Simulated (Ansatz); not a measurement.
Relaxed-ion elastic tensor of YSi2 (fluorite, space group No. 225) in GPa (Voigt order), the program Ansatz at the r²SCAN level (PAW); density 3.35 g/cm³, 23.97 Å³ per atom.

```
      1     2     3      4      5      6
-  ----  ----  ----  -----  -----  -----
1  30.7  71.0  71.0    0.0    0.0    0.0
2  71.0  30.7  71.0    0.0    0.0    0.0
3  71.0  71.0  30.7    0.0    0.0    0.0
4   0.0   0.0   0.0  -27.7    0.0    0.0
5   0.0   0.0   0.0    0.0  -27.7    0.0
6   0.0   0.0   0.0    0.0    0.0  -27.7
```

Problem. Is the crystal mechanically stable?

Solution. No: the smallest eigenvalue of C is -40.3 GPa.

Space group Fm-3m (fluorite). The cell is a constructed one: a structure type filled with these elements; neither database checked (COD, Materials Project) lists it. COD files the formula under space group No. 191, so this cell is another polymorph or a model. Its standing as an ambient phase is unchecked. The cell was relaxed with r²SCAN under the symmetry of its start. At this level the phase is mechanically unstable. No spin polarisation was allowed. As this level gives no gap, shear constants depend on the k-mesh and smearing (Fermi–Dirac, 0.1 eV here).

Potentials: the later of the program's two PAW sets.
